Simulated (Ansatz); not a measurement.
Q: Name crystals whose computed values (DFT-LDA in the program Ansatz with PAW potentials) fall in these windows: G_Hill (GPa) 34 to 42; B₀ by P(V) fit (GPa) 89 to 110.

A: 

| crystal | G_Hill (GPa) | B₀ by P(V) fit (GPa) |
|---|---|---|
| LaC2, MoSi2 or CaC2 type | 38.3 | 105 |
| KZnF3, cubic perovskite | 40.7 | 95.4 |
| AlAs, rock salt | 40.1 | 90.9 |
| MgAu, CsCl type | 35.8 | 102 |
| CaO, P6_3/mmc (Ca on 2d, O on 2c) | 36.9 | 102 |
Others may fit too.

Not the usual ambient phase: AlAs, rock salt; CaO, P6_3/mmc (Ca on 2d, O on 2c). Standing as an ambient phase not checked: LaC2, MoSi2 or CaC2 type; MgAu, CsCl type. All cells were relaxed under the symmetry of their starts (and spin orders); stability against distortions was not tested throughout. Scalar-relativistic: spin–orbit coupling is off unless named, which matters more the heavier the elements.

Potentials: the later of the program's two PAW sets.
